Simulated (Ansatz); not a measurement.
# Data sheet: YGeO (DFT)

YGeO:
```xyz
6
Lattice="3.4332 0.0000 0.0000 0.0000 3.4332 0.0000 0.0000 0.0000 7.9633" Properties=species:S:1:pos:R:3 pbc="T T T"
Y      0.0000     1.7166     5.3261
Y      1.7166     0.0000     2.6373
Ge     0.0000     0.0000     0.0000
Ge     1.7166     1.7166     0.0000
O      1.7166     0.0000     4.8718
O      0.0000     1.7166     3.0915
```

Space group P4/nmm (No. 129); conventional cell a = 3.4332 Å, b = 3.4332 Å, c = 7.9633 Å, α = 90.00°, β = 90.00°, γ = 90.00°.

Method: plane-wave PAW PBEsol (Ansatz code). The cell and atoms are relaxed at this level. Other levels are named where they apply.

### Cell and energy

```yaml
volume_per_atom: 15.64 Å³
density: 6.28 g/cm³
Formation energy from the elements (no fitted shifts): -2.04 eV/atom
```

### Electronic structure

```yaml
electronic_character: metallic (no gap)
Density of states at the Fermi level: 0.34 states/eV per atom (mean over ±0.08 eV)
```

### Mechanics

```yaml
Bulk modulus (Birch–Murnaghan fit): 115 GPa
Pressure derivative B′: 4.9
```

The start of the workflow was typed in or built on a structure type; neither database checked (COD, Materials Project) lists it. Whether it is the stable phase at ambient conditions was not checked. The cell was relaxed with PBEsol under the symmetry of its start; its stability against distortions is not shown here. No spin polarisation was allowed. The volume moved by -16 % from the start of the relaxation. The references are the lowest solids computed at this level, not always the standard phases (solids in place of the gases). Scalar-relativistic: spin–orbit coupling is off unless named, which matters more the heavier the elements.

Potentials: the earlier of the program's two PAW sets. The files were generated under PBE; for other functionals the program regenerates the frozen cores, and for LDA and PBEsol the local potential too.
